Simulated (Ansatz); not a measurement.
Level of theory: Ansatz, DFT PBE, scalar-relativistic, plane waves, PAW, and for the lanthanide a 4f-in-core norm-conserving potential. The cells use cutoffs of 630 to 690 eV and Γ-centred k meshes spaced at most about 0.3 Å⁻¹ (about 0.25 or finer for metals, 2π included). No spin polarisation in the final relaxations.

The zero of energy is the elements' standard structures at the same level (O₂ as a molecule); no fitted shifts are applied.

A relaxed structure of DyO2 has 11.58 Å³/atom, −1.85 eV/atom against the elements, no gap on its mesh:

```
Dy O
1.0
     3.66924    0.00000    0.00000
    -1.83462    3.17765    0.00000
     0.00000    0.00000    2.98011
Dy O
1 2
Cartesian
  0.0000 0.0000 0.0000
  0.0000 2.1184 1.4901
  1.8346 1.0592 1.4901
```

Question: Predict cell, energy and gap of SmO2 with the same space group and Wyckoff sites.

Answer: SmO2 has a = 3.731 Å, c = 3.058 Å: 12.29 Å³/atom, −1.86 eV/atom against the elements, no gap on its mesh. The volume per atom changes by +6.1 % and the formation energy by -0.01 eV/atom (from unrounded values). Covalent radii: Dy 1.92 Å, Sm 1.98 Å; electronegativities 1.22 and 1.17. The cell follows the size of the atom. Sm is surrounded by 12 O at 2.64 Å and 2 Sm at 3.06 Å; O has 3 O at 2.15 Å and 6 Sm at 2.64 Å.

```cif
data_structure
_symmetry_space_group_name_H-M 'P 1'
_symmetry_Int_Tables_number 1
_cell_length_a 3.7315
_cell_length_b 3.7315
_cell_length_c 3.0581
_cell_angle_alpha 90.000
_cell_angle_beta 90.000
_cell_angle_gamma 120.000
_cell_volume 36.88
loop_
_atom_site_label
_atom_site_type_symbol
_atom_site_fract_x
_atom_site_fract_y
_atom_site_fract_z
_atom_site_occupancy
Sm1 Sm 0.00000 0.00000 0.00000 1
O1 O 0.66667 0.33333 0.50000 1
O2 O 0.33333 0.66667 0.50000 1
```

The two cells were relaxed from separate starts that ended on the same group and sites; neither need be the stable form of its compound. In DyO2 P6/mmm, SmO2 P6/mmm an odd number of valence electrons (the lanthanide is held trivalent, its 4f shell in the core) allows no gap without spin; another valence of the lanthanide, a larger cell or a magnetic state could open one. Cells relaxed within their symmetry can be saddle points. Some structure types and database cells were kept out of the candidates from the start, so a known form may be missing.

The lanthanide is trivalent by construction, without f bands, f moments or other valences. The reference runs of the other elements, and any phases without the lanthanide, used 420 eV, which shifts energies against them by under 10 meV/atom. The lanthanide's reference is the lowest of its hcp, dhcp and fcc cells.
